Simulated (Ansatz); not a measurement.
Data:

LaN:
Space group Pnma (No. 62); a = 10.6289 Å, b = 3.7599 Å, c = 3.7573 Å, α = β = γ = 90.00°

| atom | site | symmetry | x | y | z |
|---|---|---|---|---|---|
| La | 4c | .m. | 0.1238 | 0.2500 | 0.2606 |
| N | 4c | .m. | 0.3796 | 0.2500 | 0.2252 |

This is the PBE-relaxed structure.

Task: All from DFT-PBE in the program Ansatz with PAW potentials, unless another level is named. Predict the gap with spin–orbit coupling.

Result: 0.17 eV (the band order may be inverted).

Task: What about the hole effective mass?

Result: 0.30, 2.1, 2.1 mₑ (principal values).

Task: Give the valence-band maximum.

Result: at Γ.

The start of the workflow was typed in or built on a structure type; neither database checked (COD, Materials Project) lists it. COD files the formula under space group No. 225, so this cell is another polymorph or a model. Whether it is the stable phase at ambient conditions was not checked. Symmetry was held in the PBE relaxation; its stability against distortions is not shown here. Spin–orbit coupling is left out wherever it is not named.

Potentials: the later of the program's two PAW sets.
